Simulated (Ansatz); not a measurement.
SnTe:
```
CELL_PARAMETERS angstrom
      4.17122     0.00000     0.00000
      0.00000     4.17122     0.00000
      0.00000     0.00000     8.81746
ATOMIC_POSITIONS crystal
  Sn 0.00000 0.50000 0.00000
  Sn 0.50000 0.00000 0.50000
  Te 0.00000 0.00000 0.25000
  Te 0.00000 0.00000 0.75000
```

Relaxed with PBE. Special points in fractions of this cell's reciprocal vectors: Γ (0.000, 0.000, 0.000); X (0.000, 0.500, 0.000); M (0.500, 0.500, 0.000); Z (0.000, 0.000, 0.500); R (0.000, 0.500, 0.500); A (0.500, 0.500, 0.500).

Question: List the band energies nearest the Fermi level at these points for DFT-PBE in the program Ansatz with PAW potentials.

Answer: In eV from the Fermi level; about four levels below and three above (degenerate sets whole), none deeper than 8.9 eV; points with the same levels are listed once.

```
k                    below                above
-  -----------------------  -------------------
Γ  -1.75 -1.75 -0.56 -0.56       0.62 1.78 1.78
X  -2.03 -1.90 -1.28 -0.25       1.10 2.55 3.12
M  -0.95 -0.95 -0.93 -0.17  1.22 3.41 3.79 3.79
Z  -1.01 -1.01 -0.90 -0.90  2.74 2.74 2.91 2.91
R  -1.22 -1.11 -0.75 -0.37       0.25 2.15 2.56
A  -0.61 -0.61 -0.56 -0.56  2.52 2.52 4.29 4.29
```

Space group P4_2/mmc. The cell is a constructed one: a structure type filled with these elements; neither database checked (COD, Materials Project) lists it. It is not the phase usual at ambient conditions (space group No. 225). The cell was relaxed with PBE under the symmetry of its start; its stability against distortions is not shown here. Scalar-relativistic: spin–orbit coupling is off unless named, which matters more the heavier the elements.

Potentials: the later of the program's two PAW sets.
